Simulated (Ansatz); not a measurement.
# CsH3O2: pressure and gap against volume

A database entry relaxed whole under r2SCAN (I4_1/amd):

```
Cs H O
1.0
    -2.15572    2.15572    7.15569
     2.15572   -2.15572    7.15569
     2.15572    2.15572   -7.15569
Cs H O
2 6 4
Cartesian
  0.0000 2.1557 3.5778
  0.0000 0.0000 0.0000
  0.0000 0.0000 7.1557
  2.1557 0.0000 3.5778
  2.1557 1.0779 1.7889
  1.0779 2.1557 -1.7889
  0.0000 1.0779 8.9446
  1.0779 0.0000 5.3668
  0.0000 0.0000 8.3722
  2.1557 0.0000 4.7944
  2.1557 0.0000 2.3613
  0.0000 0.0000 5.9392
```

The cell was scaled uniformly, its shape held, and the atoms relaxed at each volume with plane-wave PAW DFT (Ansatz 0.2.0; r2SCAN, 500 eV, 8×8×8 Γ-centred mesh, fermi-dirac occupations of width 0.020 eV; no spin, no spin-orbit coupling). One row is withheld.

| volume (Å³/atom) | energy over the lowest (meV/atom) | pressure (GPa) | gap over mesh and path (eV) |
| --- | --- | --- | --- |
| 10.419 | 10.7 | 5.41 | 5.31 |
| 10.641 | 4.6 | 3.43 | 5.33 |
| 10.863 | 1.1 | 1.65 | 5.35 |
| 11.084 | 0.0 | 0.03 | 5.36 |
| 11.306 | ? | ? | ? |
| 11.528 | 3.9 | -2.75 | 5.34 |
| 11.749 | 8.5 | -3.95 | 5.24 |

**Question.** Fit the pressures of the other rows to the third-order Birch-Murnaghan form.

**Answer.** With f = [(V₀/V)^(2/3) − 1]/2 and P = 3B₀f(1 + 2f)^(5/2)[1 + 3(B₀′ − 4)f/2], least squares gives V₀ = 11.09 Å³ an atom, B₀ = 76.6 GPa and B₀′ = 4.0; the rows miss the fit by less than 0.01 GPa. The slope of the energies differs from these pressures by less than 0.05 GPa.

**Question.** How does the gap move with volume?

**Answer.** It runs from 5.31 eV at the smallest volume to 5.24 eV at the largest, not along one parabola: a band edge changes its place in the zone on the way, so no one slope is given.

**Question.** What does the withheld row hold?

**Answer.** The fit gives -1.43 GPa at 11.306 Å³; the run gave -1.43 GPa and 1.0 meV an atom. Its gap is 5.38 eV.

Caveats: the shape of the cell was held, so B₀ is an upper bound where the axes differ in stiffness; 0 K, fixed nuclei; the symmetry was kept, and this need not be the phase that is stable at 0 K; one mesh for all volumes; r2SCAN gaps lie as a rule under measured ones; the relaxed cell lies far from the entry, by an error of the functional or of the entry; pressure is positive in compression.
